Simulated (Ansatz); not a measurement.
ZnPt: clamped-ion strain scan

Level of theory: DFT PBEsol, scalar-relativistic, plane waves, PAW in Ansatz. The runs took a 420 eV cutoff, a Γ-centred 16×16×14 mesh and Gaussian smearing (0.15 eV). Spin–orbit coupling is left out, which can shift energies with elements as heavy as these. No spin polarisation. Energies are free energies at this smearing, counted from the undisturbed cell; pressure is positive in compression.

Zero of the scan (as given, not relaxed at this level; it stands at -5.9 GPa, and it needn't be the usual structure):

```
Zn Pt
1.0
     2.86400    0.00000    0.00000
     0.00000    2.86400    0.00000
     0.00000    0.00000    3.51000
Zn Pt
1 1
Direct
  0.50000 0.50000 0.50000
  0.00000 0.00000 0.00000
```

The cell is strained by ε times the Voigt pattern (1, 0, 0, 0, 0, 0) (xx, yy, zz, yz, xz, xy; engineering shear) with fractional coordinates fixed. The cell is metallic on the mesh throughout.

```csv
ε,ΔE (meV/atom),"stress summed along the pattern (GPa, tension positive)",pressure (GPa)
-0.1000,138.9,-45.43,21.9
-0.0750,58.1,-27.31,12.6
-0.0500,13.1,-13.33,5.1
-0.0250,-4.2,-2.50,-0.9
0.0000,0.0,5.88,-5.9
0.0250,20.8,12.35,-9.8
0.0500,54.3,17.28,-13.1
0.0750,97.5,20.94,-15.7
0.0875,121.8,22.17,-16.8
0.1000,147.1,22.89,-17.7
```